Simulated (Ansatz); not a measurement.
TaSi2 (P6_222), relaxed with PBE (Ansatz, a quantum-chemistry and plane-wave program, plane waves, PAW): a = b = 4.8065 Å, c = 6.5948 Å, α = β = 90.00°, γ = 120.00°.

| Quantity | Value |
|---|---|
| ΔH_f (eV/atom) | -0.48 |

Problem. The same phase is relaxed and computed with r²SCAN in the same code. What are the cell and these values now?

Solution. a = b = 4.780 Å, c = 6.554 Å, α = β = 90.00°, γ = 120.00°.

- ΔH_f (eV/atom): -0.46

All cells were relaxed under the symmetry of their starts (and spin orders); stability against distortions was not tested throughout. Rows with no word on spin ran without spin polarisation. Scalar-relativistic: spin–orbit coupling is off unless named, which matters more the heavier the elements.

Potentials: the later of the program's two PAW sets.

Ansatz is a plane-wave DFT program.

Formation energies count from the lowest solids of the elements computed at the same level, not from gases.
